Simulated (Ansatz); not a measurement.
This run works on a generated trial structure, not on a known crystal.

Input and command of a plane-wave DFT calculation in Ansatz:

```yaml
crystal:
  lattice:
    - [0.0, 5.6321766431, 5.6321766431]
    - [5.6321766431, 0.0, 5.6321766431]
    - [5.6321766431, 5.6321766431, 0.0]
  atoms:
    - { symbol: Ca, position: [0.25, 0.25, 0.25] }
    - { symbol: "Y", position: [0.0, 0.0, 0.0] }
    - { symbol: Al, position: [0.5, 0.5, 0.5] }
    - { symbol: C, position: [0.7777861764, 0.2222138236, 0.2222138236] }
    - { symbol: C, position: [0.7777861764, 0.2222138236, 0.7777861764] }
    - { symbol: C, position: [0.7777861764, 0.7777861764, 0.2222138236] }
    - { symbol: C, position: [0.2222138236, 0.7777861764, 0.7777861764] }
    - { symbol: C, position: [0.2222138236, 0.7777861764, 0.2222138236] }
    - { symbol: C, position: [0.2222138236, 0.2222138236, 0.7777861764] }
    - { symbol: "N", position: [0.6737808784, 0.3262191216, 0.3262191216] }
    - { symbol: "N", position: [0.6737808784, 0.3262191216, 0.6737808784] }
    - { symbol: "N", position: [0.6737808784, 0.6737808784, 0.3262191216] }
    - { symbol: "N", position: [0.3262191216, 0.6737808784, 0.6737808784] }
    - { symbol: "N", position: [0.3262191216, 0.6737808784, 0.3262191216] }
    - { symbol: "N", position: [0.3262191216, 0.3262191216, 0.6737808784] }
basis:
  ecutwfc: 420
kpoints:
  mp_grid: { grid: [6, 6, 6] }
hamiltonian:
  xc: pbe
scf:
  occupations: { method: gaussian, width: 0.1 }
output:
  forces: true
  stress: true
  eigenvalues: true
  write_density: true
  write_potential: true
  elf: true
  volumetric_format: npy
relax:
  adjacent_minimum: "off"
  f_tol: 0.01
  max_steps: 80
  cell: { stress_tol: 0.05 }
```

```bash
ansatz run input.yaml --threads 1 --pin off --max-ram 2560MiB --backend cpu --events-out ev --progress --plain --runs-dir out
```

Processor: Intel(R) Xeon(R) Processor @ 2.50GHz (Skylake/Cascade Lake), 1 thread, on a host shared with other jobs.

**Question.** How long does it run, and how much memory does it take?

**Answer.** About 3.6 min, peak memory 0.7 GiB. It solves 54 bands at 16 k points (after reduction by symmetry) with about 6879 plane waves (on the last cell), in 19 SCF iterations over 3 ionic steps.
